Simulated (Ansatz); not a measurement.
Q: Each is relaxed and computed with DFT-r²SCAN in the program Ansatz with PAW potentials. Which is the only metal?
A. Ca6Sb2PN, Fm-3m (Ca on 24e, Sb on 8c, P on 4a, N on 4b)
B. Ba2ScO3F, I4mm (Pearson symbol tI14)
C. Ba2BiSb2, Immm (Bi on 2a, Ba on 4j, Sb on 4h)
D. Bi2Te3, La2O3 or Ni2Al3 type

A: C, Ba2BiSb2, Immm (Bi on 2a, Ba on 4j, Sb on 4h). Ba2BiSb2: metal; Ca6Sb2PN: gap 0.97 eV (direct); Ba2ScO3F: gap 4.01 eV (indirect); Bi2Te3: gap 1.01 eV. Constructed cells (a structure type filled with these elements, in neither database checked): Bi2Te3, La2O3 or Ni2Al3 type. Typed or built starts, not in the databases checked: Ca6Sb2PN, Fm-3m (Ca on 24e, Sb on 8c, P on 4a, N on 4b). Not the usual ambient phase: Bi2Te3, La2O3 or Ni2Al3 type. Standing as an ambient phase not checked: Ba2BiSb2, Immm (Bi on 2a, Ba on 4j, Sb on 4h); Ba2ScO3F, I4mm (Pearson symbol tI14). All cells were relaxed under the symmetry of their starts (and spin orders); stability against distortions was not tested throughout. Rows with no word on spin ran without spin polarisation. Scalar-relativistic: spin–orbit coupling is off unless named, which matters more the heavier the elements.

Potentials: the later of the program's two PAW sets.
